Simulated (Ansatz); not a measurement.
Hf:
```xyz
2
Lattice="3.1208 0.0000 0.0000 -1.5604 2.7027 0.0000 0.0000 0.0000 4.9388" Properties=species:S:1:pos:R:3 pbc="T T T"
Hf     0.0000     1.8018     3.7041
Hf     1.5604     0.9009     1.2347
```

Relaxed with LDA. Special points in fractions of this cell's reciprocal vectors: Γ (0.000, 0.000, 0.000); M (0.500, 0.000, 0.000); K (0.333, 0.333, 0.000); A (0.000, 0.000, 0.500); L (0.500, 0.000, 0.500); H (0.333, 0.333, 0.500).

Problem. List the band energies nearest the Fermi level at these points for the program Ansatz at the LDA level (PAW).

Solution. In eV from the Fermi level; about four levels below and three above (degenerate sets whole), none deeper than 8.9 eV; points with the same levels are listed once.

```
k                    below                          above
-  -----------------------  -----------------------------
Γ              -7.60 -3.96                 1.03 1.11 1.11
M  -3.48 -3.04 -2.48 -0.61                 0.67 0.94 1.76
K  -2.43 -1.82 -1.82 -1.45                 0.35 0.35 2.15
A              -5.49 -5.49  0.11 0.11 0.98 0.98 0.98 0.98
L  -3.66 -3.66 -1.15 -1.15            1.51 1.51 2.73 2.73
H  -1.55 -1.55 -0.09 -0.09            2.57 2.57 5.37 5.37
```

Space group P6_3/mmc (hcp (Mg type)). The LDA relaxation kept the symmetry of its start. The run is not spin-polarised. Spin–orbit coupling is left out wherever it is not named.

Potentials: the earlier of the program's two PAW sets. The files were generated under PBE; for other functionals the program regenerates the frozen cores, and for LDA and PBEsol the local potential too.
